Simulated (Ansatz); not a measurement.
# Calculated with Ansatz: Ta$_{2}$O$_{5}$, relaxation

Run with:

```bash
ansatz run input.yaml --threads 2 --pin off --max-ram 3584MiB --backend cpu --events-out ev --progress --plain --runs-dir out
```

Input:

```yaml
crystal:
  lattice:
    - [6.39265, 2.42685, 0.0]
    - [6.39265, -2.42685, 0.0]
    - [1.36195, 0.0, -5.35719]
  atoms:
    - { symbol: Ta, position: [0.3865, 0.8925, 0.7377] }
    - { symbol: Ta, position: [0.1075, 0.6135, 0.7623] }
    - { symbol: Ta, position: [0.6135, 0.1075, 0.2623] }
    - { symbol: Ta, position: [0.8925, 0.3865, 0.2377] }
    - { symbol: O, position: [0.102, 0.898, 0.75] }
    - { symbol: O, position: [0.898, 0.102, 0.25] }
    - { symbol: O, position: [0.44, 0.338, 0.01] }
    - { symbol: O, position: [0.662, 0.56, 0.49] }
    - { symbol: O, position: [0.56, 0.662, 0.99] }
    - { symbol: O, position: [0.338, 0.44, 0.51] }
    - { symbol: O, position: [0.73, 0.868, 0.645] }
    - { symbol: O, position: [0.132, 0.27, 0.855] }
    - { symbol: O, position: [0.27, 0.132, 0.355] }
    - { symbol: O, position: [0.868, 0.73, 0.145] }
  symmetry: { tolerance: 0.0003 }
kpoints:
  mp_grid: { grid: [4, 4, 4], shift: [0, 0, 0] }
magnetization:
  spin_polarized: false
scf:
  occupations: { method: fermi_dirac }
  lower_state_search: "off"
hamiltonian:
  pseudopotentials: { kind: paw }
  xc: r2scan
basis:
  ecutwfc: 500
  fft_grid_basis: typed
relax:
  max_steps: 60
  f_tol: 0.03
output:
  forces: true
  stress: true
  eigenvalues: true
  bader: true
  populations: true
  elf: true
  write_potential: true
  volumetric_format: npy
  dos:
    e_range: [-12, 8]
    de: 0.05
    projected: { site_lists: { O: [O], Ta: [Ta] } }
  write_density: true
checkpoint:
  read: saved_state
```

Origin of the cell: a database entry, scaled a little.

The smearing width isn't typed, so it takes its default of 0.1 eV.

The saved state is a converged single point of the same cell.

Steps:

| step | ΔF (meV/atom) | max force component (eV/Å) | SCF iterations | step was |
| --- | --- | --- | --- | --- |
| 1 | 0.0 | 5.746 | 5 | accepted |
| 2 | -129.7 | 1.982 | 7 | accepted |
| 3 | -149.0 | 0.912 | 6 | accepted |
| 4 | -158.9 | 0.234 | 6 | accepted |
| 5 | -159.8 | 0.109 | 6 | accepted |
| 6 | -159.9 | 0.054 | 6 | accepted |
| 7 | -159.9 | 0.004 | 5 | accepted |

Before:

Space group C2/c (No. 15); the run's cell has a = 6.838 Å, b = 6.838 Å, c = 5.528 Å, α = 76.68°, β = 76.68°, γ = 41.58°. Shortest distances: O–Ta 1.67 Å, O–O 2.63 Å, Ta–Ta 3.35 Å.

After:

Space group C2/c (No. 15); the run's cell has a = 6.838 Å, b = 6.838 Å, c = 5.528 Å, α = 76.68°, β = 76.68°, γ = 41.58°. Shortest distances: O–Ta 1.84 Å, O–O 2.64 Å, Ta–Ta 3.34 Å.

```xyz
14
Lattice="6.3926 2.4268 0.0000 6.3926 -2.4268 0.0000 1.3619 0.0000 -5.3572" Properties=species:S:1:pos:R:3 pbc="T T T"
Ta    9.1855   -1.2315   -3.9467
Ta    5.6427   -1.2315   -4.0891
Ta    4.9617    1.2315   -1.4105
Ta    8.5046    1.2315   -1.2681
O     7.4141   -1.9408   -4.0179
O     6.7331    1.9408   -1.3393
O     4.9554    0.2725    0.1546
O     8.5109    0.2725   -2.8332
O     9.1919   -0.2725   -5.5118
O     5.6363   -0.2725   -2.5240
O    11.0175   -0.3461   -3.3604
O     3.8108   -0.3461   -4.6753
O     3.1298    0.3461   -1.9968
O    10.3365    0.3461   -0.6818
```

```yaml
Free_energy_lowered_by: 159.9 meV/atom
Final_pressure: 1.05 GPa
Relaxation_steps_listed: 7
```

Caveats: no spin-orbit coupling, though heavy elements are present; the SCF threshold is looser than advised for a stress; the database entry stands far from equilibrium and may be faulty; the relaxation held the start's symmetry, so the end may be a saddle point.

Time: 4.6 min on 2 threads of Arm Neoverse V1, with other jobs on the host, peak memory 1.2 GiB, from a saved density.
